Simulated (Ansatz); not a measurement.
**Question.** Name crystals whose computed values (plane-wave PAW PBEsol (Ansatz code)) fall in these windows: B₀ by P(V) fit (GPa) 110 to 150; Θ_D (K) 390 to 540.

**Answer.** 

```
crystal        B₀ by P(V) fit (GPa)  Θ_D (K)
-------------  --------------------  -------
YC, rock salt                   133      471
```
Others may fit too.

Standing as an ambient phase not checked: YC, rock salt. The cell was relaxed under the symmetry of its start. Rows with no word on spin ran without spin polarisation. Spin–orbit coupling is left out wherever it is not named.

Potentials: the earlier of the program's two PAW sets.
